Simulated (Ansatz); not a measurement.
IrRhN2:
Space group R-3m, hexagonal axes (No. 166); a = b = 2.8626 Å, c = 18.8253 Å, α = β = 90.00°, γ = 120.00°

| atom | site | symmetry | x | y | z |
|---|---|---|---|---|---|
| Ir | 3b | -3m | 0.0000 | 0.0000 | 0.5000 |
| Rh | 3a | -3m | 0.0000 | 0.0000 | 0.0000 |
| N | 6c | 3m | 0.0000 | 0.0000 | 0.1020 |
(The calculation used a cell of 4 atoms; values per cell refer to that cell.)

Relaxed with PBEsol.

Problem. Decompose the optical modes at the zone centre into irreducible representations, and say which are infrared and Raman allowed.

Solution. Point group -3m: Γ_opt = A1g + 2A2u + Eg + 2Eu. Infrared: A2u, Eu. Raman: A1g, Eg.

Problem. Assign frequencies (DFPT, PBEsol (plane waves, PAW; program Ansatz)).

Solution. Eu 135, A2u 263, Eu 344, Eg 407, A2u 508, A1g 714 cm⁻¹.

The start of the workflow was typed in or built on a structure type; neither database checked (COD, Materials Project) lists it. Its standing as an ambient phase is unchecked. The cell keeps a stress of up to 0.3 GPa. Symmetry was held in the PBEsol relaxation; whether a distortion lowers the energy is not shown. The workflow began spin-polarised and lost its moments. Its formation energy is positive at this level, so the cell may be metastable or incomplete. As this level gives no gap, phonon frequencies hold no LO–TO term and depend on the k-mesh and smearing (Fermi–Dirac, 0.1 eV here). Spin–orbit coupling is left out wherever it is not named.

Potentials: the earlier of the program's two PAW sets. The files were generated under PBE; for other functionals the program regenerates the frozen cores, and for LDA and PBEsol the local potential too.
